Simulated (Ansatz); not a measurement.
Sr₂H₃NO₆:
```
CELL_PARAMETERS angstrom
      6.44680     0.00000     0.00000
     -3.22340     5.58309     0.00000
      0.00000     0.00000     3.46844
ATOMIC_POSITIONS crystal
  Sr 0.66667 0.33333 0.50000
  Sr 0.33333 0.66667 0.50000
  H  0.69821 0.69821 0.00000
  H  0.00000 0.30179 0.00000
  H  0.30179 0.00000 0.00000
  N  0.00000 0.00000 0.50000
  O  0.19328 0.19328 0.50000
  O  0.00000 0.80672 0.50000
  O  0.80672 0.00000 0.50000
  O  0.54679 0.54679 0.00000
  O  0.00000 0.45321 0.00000
  O  0.45321 0.00000 0.00000
```

Cartesian axes are those of the cell as given.

Give the high-frequency dielectric tensor and the Born effective charge tensors of the independent atoms from DFPT, the program Ansatz at the LDA level (PAW).


ε∞:
```
3.10  0.00  0.00
0.00  3.10  0.00
0.00  0.00  2.79
```
Z* of atom 1 (Sr), rows: field, columns: displacement, in e:
```
 2.47  -0.16   0.00
 0.16   2.47   0.00
 0.00   0.00   2.48
```
Z* of atom 3 (H), rows: field, columns: displacement, in e:
```
 0.25  -0.03   0.00
-0.03   0.21   0.00
 0.00   0.00   0.45
```
Z* of atom 6 (N), rows: field, columns: displacement, in e:
```
2.89  0.00  0.00
0.00  2.89  0.00
0.00  0.00  0.09
```
Z* of atom 7 (O), rows: field, columns: displacement, in e:
```
-1.14  -0.54   0.00
-0.54  -1.77   0.00
 0.00   0.00  -0.42
```
Z* of atom 10 (O), rows: field, columns: displacement, in e:
```
-1.53   0.25   0.00
 0.25  -1.24   0.00
 0.00   0.00  -1.71
```

Space group P-62m. The first step of the workflow began from a Materials Project structure, measured or hypothetical; the Crystallography Open Database files this formula in space group No. 189, but the cells were not matched. Whether it is the stable phase at ambient conditions was not checked. The LDA relaxation kept the symmetry of its start. At this level the phase is dynamically unstable (imaginary phonons). Scalar-relativistic: spin–orbit coupling is off unless named, which matters more the heavier the elements.

Potentials: the later of the program's two PAW sets.
